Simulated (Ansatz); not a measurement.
Given:

AlRu:
```cif
data_Al2Ru2
_chemical_formula_sum 'Al2 Ru2'
_space_group_name_H-M_alt 'P 1'
_space_group_IT_number 1
_cell_length_a 4.77571
_cell_length_b 4.77571
_cell_length_c 4.08875
_cell_angle_alpha 90.000
_cell_angle_beta 90.000
_cell_angle_gamma 144.043
loop_
_space_group_symop_operation_xyz
  'x, y, z'
loop_
_atom_site_label
_atom_site_type_symbol
_atom_site_fract_x
_atom_site_fract_y
_atom_site_fract_z
_atom_site_occupancy
Al1 Al 0.59290 0.40710 0.25000 1
Ru1 Ru 0.86333 0.13667 0.25000 1
Al2 Al 0.40710 0.59290 0.75000 1
Ru2 Ru 0.13667 0.86333 0.75000 1
```

This is the PBEsol-relaxed structure.

### Question
All from PBEsol (plane waves, PAW; program Ansatz), unless another level is named. Give the density of states at the Fermi level.

### Answer
0.90 states/eV per atom (mean over ±0.08 eV).

### Question
What about the formation energy from the elements (no fitted shifts)?

### Answer
-0.40 eV/atom.

Space group Cmcm. The start of the workflow was typed in or built on a structure type; neither database checked (COD, Materials Project) lists it. COD files the formula under space group No. 221. Whether it is the stable phase at ambient conditions was not checked. The cell was relaxed with PBEsol under the symmetry of its start; its stability against distortions is not shown here. No spin polarisation was allowed. The references are the lowest solids computed at this level, not always the standard phases. Spin–orbit coupling is left out wherever it is not named.

Potentials: the earlier of the program's two PAW sets. The files were generated under PBE; for other functionals the program regenerates the frozen cores, and for LDA and PBEsol the local potential too.
